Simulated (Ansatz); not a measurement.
Here is the system:

AgPt:
```
AgPt
1.0
    1.38559     0.79997     4.69272
   -1.38559     0.79997     4.69272
    0.00000    -1.59995     4.69272
Ag Pt
1 1
Cartesian
  0.00000   0.00000   0.00000
  0.00000   0.00000   7.03909
```

This is the PBEsol-relaxed structure.

### Question
All from plane-wave PAW PBEsol (Ansatz code), unless another level is named. Predict the formation energy from the elements (no fitted shifts).

### Answer
-0.055 eV/atom.

### Question
What about the density of states at the Fermi level?

### Answer
0.40 states/eV per atom (mean over ±0.08 eV).

Space group R-3m. The workflow started from a Materials Project entry (that database holds measured and hypothetical structures alike); the Crystallography Open Database copy checked does not list it. With Ag and Pt taken as one species the cell has the higher symmetry Fm-3m, so it may be an ordered model of a mixed-site phase. Whether it is the stable phase at ambient conditions was not checked. The PBEsol relaxation kept the symmetry of its start; whether a distortion lowers the energy is not shown. The run is not spin-polarised. The references are the lowest solids computed at this level, not always the standard phases. Spin–orbit coupling is left out wherever it is not named.

Potentials: the later of the program's two PAW sets.
